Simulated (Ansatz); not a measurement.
This is a relaxation of cell and atoms with Ansatz 0.2.0 on Ga₄Sb₃As, ordered on the zincblende lattice (Amm2) with 8 atoms a cell; the level of theory is r2SCAN. The starting cell comes from a relaxation with PBE.

```yaml
crystal:
  lattice:
    - [4.3197985558, 0.0, 0.0]
    - [0.0, 4.3179791651, 6.0932173238]
    - [0.0, -4.3179791651, 6.0932173238]
  atoms:
    - { symbol: As, position: [0.0, -2.85725e-05, -2.85725e-05] }
    - { symbol: Sb, position: [0.5, 0.0003269359, 0.4994424707] }
    - { symbol: Sb, position: [0.5, 0.4994424707, 0.0003269359] }
    - { symbol: Sb, position: [0.0, 0.500738567, 0.500738567] }
    - { symbol: Ga, position: [0.5, 0.8833127444, 0.8833127444] }
    - { symbol: Ga, position: [0.0, 0.8810083147, 0.3602212241] }
    - { symbol: Ga, position: [0.0, 0.3602212241, 0.8810083147] }
    - { symbol: Ga, position: [0.5, 0.3749783156, 0.3749783156] }
kpoints:
  mp_grid: { grid: [6, 4, 4] }
hamiltonian:
  xc: r2scan
scf:
  occupations: { method: fermi_dirac, width: 0.02 }
relax:
  f_tol: 0.005
  cell: {}
output:
  write_density: true
  write_potential: true
  elf: true
  volumetric_format: npy
```

The trajectory has 6 recorded frames, each with positions in Å and forces in eV/Å. Some frames, the last among them, repeat a geometry solved again on a basis re-selected at its cell; pressure is positive in compression.

Step 1: energy 0.0 meV/atom from step 1, largest force component 0.035 eV/Å, pressure -2.05 GPa
```xyz
8
Lattice="4.3198 0.0000 0.0000 0.0000 4.3180 6.0932 0.0000 -4.3180 6.0932" Properties=species:S:1:pos:R:3:forces:R:3 pbc="T T T"
As    0.0000    0.0000   -0.0003    0.0000    0.0000    0.0280
Sb    2.1599   -2.1552    3.0452    0.0000    0.0347    0.0010
Sb    2.1599    2.1552    3.0452    0.0000   -0.0347    0.0010
Sb    0.0000    0.0000    6.1022    0.0000    0.0000   -0.0301
Ga    2.1599    0.0000   10.7644    0.0000    0.0000   -0.0103
Ga    0.0000    2.2487    7.5631    0.0000   -0.0033    0.0075
Ga    0.0000   -2.2487    7.5631    0.0000    0.0033    0.0075
Ga    2.1599    0.0000    4.5696    0.0000    0.0000   -0.0047
```

Step 2: energy -4.6 meV/atom from step 1, largest force component 0.241 eV/Å, pressure +1.30 GPa
```xyz
8
Lattice="4.2337 0.0000 0.0000 0.0000 4.2292 5.9727 0.0000 -4.2292 5.9727" Properties=species:S:1:pos:R:3:forces:R:3 pbc="T T T"
As    0.0000    0.0000   -0.0001    0.0000    0.0000   -0.0051
Sb    2.1168   -2.1115    2.9852    0.0000   -0.0090    0.0000
Sb    2.1168    2.1115    2.9852    0.0000    0.0090    0.0000
Sb    0.0000    0.0000    5.9795    0.0000    0.0000    0.0082
Ga    2.1168    0.0000   10.5331    0.0000    0.0000    0.2405
Ga    0.0000    2.1886    7.4236    0.0000    0.1546   -0.1289
Ga    0.0000   -2.1886    7.4236    0.0000   -0.1546   -0.1289
Ga    2.1168    0.0000    4.4792    0.0000    0.0000    0.0142
```

Step 3: energy -7.4 meV/atom from step 1, largest force component 0.071 eV/Å, pressure -0.05 GPa
```xyz
8
Lattice="4.2641 0.0000 0.0000 0.0000 4.2611 6.0166 0.0000 -4.2611 6.0166" Properties=species:S:1:pos:R:3:forces:R:3 pbc="T T T"
As    0.0000    0.0000   -0.0019    0.0000    0.0000    0.0252
Sb    2.1321   -2.1314    3.0069    0.0000    0.0269    0.0007
Sb    2.1321    2.1314    3.0069    0.0000   -0.0269    0.0007
Sb    0.0000    0.0000    6.0252    0.0000    0.0000   -0.0154
Ga    2.1321    0.0000   10.6399    0.0000    0.0000   -0.0710
Ga    0.0000    2.2229    7.4642    0.0000   -0.0356    0.0369
Ga    0.0000   -2.2229    7.4642    0.0000    0.0356    0.0369
Ga    2.1321    0.0000    4.5107    0.0000    0.0000   -0.0141
```

Step 4: energy -7.5 meV/atom from step 1, largest force component 0.018 eV/Å, pressure -0.04 GPa
```xyz
8
Lattice="4.2631 0.0000 0.0000 0.0000 4.2620 6.0177 0.0000 -4.2620 6.0177" Properties=species:S:1:pos:R:3:forces:R:3 pbc="T T T"
As    0.0000    0.0000    0.0016    0.0000    0.0000   -0.0163
Sb    2.1316   -2.1268    3.0076    0.0000   -0.0180   -0.0007
Sb    2.1316    2.1268    3.0076    0.0000    0.0180   -0.0007
Sb    0.0000    0.0000    6.0248    0.0000    0.0000    0.0115
Ga    2.1316    0.0000   10.6318    0.0000    0.0000    0.0178
Ga    0.0000    2.2189    7.4693    0.0000    0.0098   -0.0064
Ga    0.0000   -2.2189    7.4693    0.0000   -0.0098   -0.0064
Ga    2.1316    0.0000    4.5121    0.0000    0.0000    0.0013
```

Step 5: energy -7.5 meV/atom from step 1, largest force component 0.000 eV/Å, pressure 0.00 GPa
```xyz
8
Lattice="4.2625 0.0000 0.0000 0.0000 4.2604 6.0160 0.0000 -4.2604 6.0160" Properties=species:S:1:pos:R:3:forces:R:3 pbc="T T T"
As    0.0000    0.0000    0.0003    0.0000    0.0000   -0.0005
Sb    2.1313   -2.1280    3.0066    0.0000    0.0001    0.0001
Sb    2.1313    2.1280    3.0066    0.0000   -0.0001    0.0001
Sb    0.0000    0.0000    6.0237    0.0000    0.0000    0.0002
Ga    2.1313    0.0000   10.6312    0.0000    0.0000    0.0002
Ga    0.0000    2.2190    7.4667    0.0000   -0.0001   -0.0002
Ga    0.0000   -2.2190    7.4667    0.0000    0.0001   -0.0002
Ga    2.1313    0.0000    4.5103    0.0000    0.0000    0.0002
```

Step 6: energy -7.3 meV/atom from step 1, largest force component 0.000 eV/Å, pressure -0.01 GPa
```xyz
8
Lattice="4.2625 0.0000 0.0000 0.0000 4.2604 6.0160 0.0000 -4.2604 6.0160" Properties=species:S:1:pos:R:3:forces:R:3 pbc="T T T"
As    0.0000    0.0000    0.0003    0.0000    0.0000   -0.0004
Sb    2.1313   -2.1280    3.0066    0.0000    0.0001    0.0001
Sb    2.1313    2.1280    3.0066    0.0000   -0.0001    0.0001
Sb    0.0000    0.0000    6.0237    0.0000    0.0000    0.0002
Ga    2.1313    0.0000   10.6312    0.0000    0.0000    0.0003
Ga    0.0000    2.2190    7.4667    0.0000    0.0000   -0.0002
Ga    0.0000   -2.2190    7.4667    0.0000    0.0000   -0.0002
Ga    2.1313    0.0000    4.5103    0.0000    0.0000    0.0002
```

In 5 steps the volume changed by -3.9 %; between the first SCF and the last, each on a basis chosen for its cell, the energy fell by 7.3 meV an atom. At the end: the symmetry is Amm2 (No. 38, orthorhombic); a = 4.263 Å, b = 8.521 Å, c = 12.032 Å in the conventional setting, 27.31 Å³ an atom. Around As lie 4 Ga at 2.50–2.55 Å; around Sb lie 4 Ga at 2.61–2.67 Å; around Sb lie 4 Ga at 2.61–2.65 Å; around Ga lie 2 As at 2.55 Å and 2 Sb at 2.67 Å; around Ga lie 1 As at 2.50 Å and 3 Sb at 2.64–2.65 Å; around Ga lie 4 Sb at 2.61 Å.

Run as `ansatz run input.yaml --threads 4 --pin off --max-ram 6451MiB --backend cpu --events-out ev --progress --plain --runs-dir out`. Wall time 4.3 min on 4 threads of Intel(R) Xeon(R) Processor @ 2.50GHz (Skylake/Cascade Lake), on a shared host; peak host memory 1.4 GiB.

These are computed values for a spin-unpolarised cell that may be hypothetical; none is a measurement.
